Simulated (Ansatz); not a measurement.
A distorted cell of Ir (fcc, Cu type):

```yaml
crystal:
  lattice:
    - [3.87085, 0.00000, 0.00000]
    - [0.00000, 3.87085, 0.00000]
    - [0.00000, 0.00000, 3.87085]
  atoms:
    - { symbol: Ir, position: [0.00000, 0.00000, 0.00000] }
    - { symbol: Ir, position: [0.50000, 0.50000, 0.00000] }
    - { symbol: Ir, position: [0.55992, 0.05992, 0.50000] }
    - { symbol: Ir, position: [0.00000, 0.50000, 0.50000] }
```

Level of theory: PBE (plane waves to 420 eV, PAW, scalar-relativistic; Ansatz, an electronic-structure program). k mesh 10×10×10 (Γ-centred), Fermi-Dirac smearing 0.05 eV. The energy includes the smearing's −TS. Compression counts positive. With partly filled bands, energies and forces of such displacements shift with the k mesh and the smearing. Ir is run without spin polarisation. Ir was relaxed with its symmetry unable to fall. Spin-orbit coupling is left out, though Ir is heavy.

Question: Predict the force on every atom, in eV/Å.

Answer: 
| atom | Fx | Fy | Fz |
|---|---|---|---|
| Ir1 | 1.474 | 0.218 | 0.000 |
| Ir2 | 0.218 | 1.474 | 0.000 |
| Ir3 | -3.889 | -3.889 | 0.000 |
| Ir4 | 2.197 | 2.197 | 0.000 |

Question: What is the stress tensor (GPa)?

Answer: 
```
   10.9      8.4      0.0
    8.4     10.9      0.0
    0.0      0.0      7.7
```
The pressure, a third of the trace, is 9.8 GPa.

Question: In it atom 3 sits (0.232, 0.232, 0.000) Å away from its relaxed site. What is its energy relative to the relaxed cell?

Answer: 803 meV/cell.

(For displaced atoms, the force is minus the slope of the energy, and its curvature is a force constant, which sets phonon frequencies.)
